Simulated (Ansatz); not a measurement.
CaPd5 in space group P6/mmm (No. 191; Ca on 1a, Pd on 2c, Pd on 3g), DFT-PBE in the program Ansatz with PAW potentials, all energies at zero smearing, with the estimated change up to a 700 eV cutoff added, with one set of potentials and settings (totals compare only within such a set). Cell of 6 atoms (1 Ca, 5 Pd): -36683.331 eV.

| element | reference phase | E (eV/atom) |
|---|---|---|
| Ca | Fm-3m, 1 atoms in the cell | -1816.8597 |
| Pd | Fm-3m, 1 atoms in the cell | -6972.8544 |

Formation energy per atom, worked out: (-36683.331 − 1×(-1816.8597) − 5×(-6972.8544))/6 = -0.366 eV/atom (-35 kJ per mol of atoms), at 0 K, without zero-point energy or fitted corrections.

The workflow started from a Materials Project entry (that database holds measured and hypothetical structures alike); the Crystallography Open Database files this formula in space group No. 191, but the cells were not matched. Whether it is the stable phase at ambient conditions was not checked. Symmetry was held in the PBE relaxation; whether a distortion lowers the energy is not shown. No spin polarisation was allowed. The references are the lowest solids computed at this level, not always the standard phases.

Potentials: the later of the program's two PAW sets.
